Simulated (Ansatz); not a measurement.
Rb₄SbP₃: start and end of a relaxation

Recipe of this trial structure of Rb₄SbP₃: ordered mixture on the anion sites of rock salt (I4/mmm, No. 139) (occupants of the shared sites, in ratio, P: 3, Sb: 1). Lengths were set from tabulated atomic sizes, so they are only a guess.

start.cif

```cif
data_structure
_symmetry_space_group_name_H-M 'I4/mmm'
_symmetry_Int_Tables_number 139
_cell_length_a 7.1655
_cell_length_b 7.1655
_cell_length_c 14.3310
_cell_angle_alpha 90.000
_cell_angle_beta 90.000
_cell_angle_gamma 90.000
_cell_volume 735.82
loop_
_atom_site_label
_atom_site_type_symbol
_atom_site_symmetry_multiplicity
_atom_site_Wyckoff_symbol
_atom_site_fract_x
_atom_site_fract_y
_atom_site_fract_z
_atom_site_occupancy
Rb1 Rb 4 c 0.00000 0.50000 0.00000 1
Rb2 Rb 4 e 0.50000 0.50000 0.25000 1
Sb1 Sb 2 a 0.00000 0.00000 0.00000 1
P1 P 4 d 0.50000 0.00000 0.25000 1
P2 P 2 b 0.50000 0.50000 0.00000 1
```

Level of theory: Ansatz, DFT PBE, scalar-relativistic, plane waves, PAW. Cutoff 420 eV, Gaussian smearing, Γ-centred meshes. Cell and atoms relax on a converged mesh. In metals the finer mesh still leaves noise of several meV/atom or more. The steps can't lower the symmetry of their start. No spin polarisation.

end.cif

```cif
data_structure
_symmetry_space_group_name_H-M 'I4/mmm'
_symmetry_Int_Tables_number 139
_cell_length_a 7.0938
_cell_length_b 7.0938
_cell_length_c 14.1295
_cell_angle_alpha 90.000
_cell_angle_beta 90.000
_cell_angle_gamma 90.000
_cell_volume 711.01
loop_
_atom_site_label
_atom_site_type_symbol
_atom_site_symmetry_multiplicity
_atom_site_Wyckoff_symbol
_atom_site_fract_x
_atom_site_fract_y
_atom_site_fract_z
_atom_site_occupancy
Rb1 Rb 4 c 0.00000 0.50000 0.00000 1
Rb2 Rb 4 e 0.50000 0.50000 0.23655 1
Sb1 Sb 2 a 0.00000 0.00000 0.00000 1
P1 P 4 d 0.50000 0.00000 0.25000 1
P2 P 2 b 0.50000 0.50000 0.00000 1
```

The symmetry stays I4/mmm (No. 139). The volume per atom shrinks by 3.4 %, from 46.0 to 44.4 Å³. The shortest distance goes from 3.58 Å (Rb–P and Rb–Sb) to 3.34 Å (Rb–P).

| Property | Result |
| --- | --- |
| Volume per atom | 44.44 Å³ |
| Density | 2.60 g/cm³ |
| Formation energy | +0.75 eV/atom |
| Gap on the 8×8×8 mesh of the 8-atom cell | 0 eV (a metal) |

The zero of energy is the elements' standard structures at the same level; no fitted shifts are applied. The references include black phosphorus. It can't be a ground state, since the elements alone are lower.

The last run used Gaussian smearing of 0.10 eV. Spin–orbit coupling, which can matter for Sb, is left out. The cell is a metal run without spin; a magnetic state may lie lower. The reference form of P is held partly by dispersion forces, which this level lacks. Symmetry constrained the relaxation, so the result can be a saddle point. In all, the 2 runs took 15 min on 1 thread of Intel(R) Xeon(R) Processor @ 2.50GHz (Skylake/Cascade Lake), with other jobs on the host.
